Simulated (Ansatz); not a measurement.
Cells of AlIr relaxed with PBEsol (plane waves to 420 eV, PAW, scalar-relativistic; Ansatz, a program for electronic structure), each with a space-group label. One label is wrong.

**A**, labelled Cmcm (No. 63)
```
CELL_PARAMETERS angstrom
      1.40254    -4.78787     0.00000
      1.40254     4.78787     0.00000
      0.00000     0.00000     4.13803
ATOMIC_POSITIONS crystal
  Al 0.91490 0.08510 0.75000
  Al 0.08510 0.91490 0.25000
  Ir 0.65272 0.34728 0.75000
  Ir 0.34728 0.65272 0.25000
```

**B**, labelled P6₃/mmc (No. 194)
```xyz
2
Lattice="1.4508 -2.3996 0.0000 1.4508 2.3996 0.0000 0.0000 0.0000 4.0748" Properties=species:S:1:pos:R:3 pbc="T T T"
Al     0.0000     0.0000     0.0000
Ir     1.4508     0.0000     2.0374
```

**C**, labelled Immm (No. 71)
```yaml
crystal:
  lattice:
    - [-1.44077, 2.08387, 2.51367]
    - [1.44077, -2.08387, 2.51367]
    - [1.44077, 2.08387, -2.51367]
  atoms:
    - { symbol: Ir, position: [0.00000, 0.50000, 0.50000] }
    - { symbol: Al, position: [0.50000, 0.00000, 0.50000] }
```

**D**, labelled Fm-3m (No. 225)
```xyz
2
Lattice="0.0000 2.4999 2.4999 2.4999 0.0000 2.4999 2.4999 2.4999 0.0000" Properties=species:S:1:pos:R:3 pbc="T T T"
Al     2.4999     2.4999     2.4999
Ir     0.0000     0.0000     0.0000
```

Problem. Which label is wrong, and what should it be (tolerance 0.01 Å)?

Solution. B: its symmetry is Cmmm (No. 65), oS4; a = 2.9017 Å, b = 4.7991 Å, c = 4.0748 Å, α = 90.00°, β = 90.00°, γ = 90.00°.

Each run could gain symmetry but not lose that of its start, so entries can be saddle points. All of these are generated cells (placed on structure types, drawn at random, substituted or restacked) that were not matched to a known phase here.

No spin polarisation in the result.
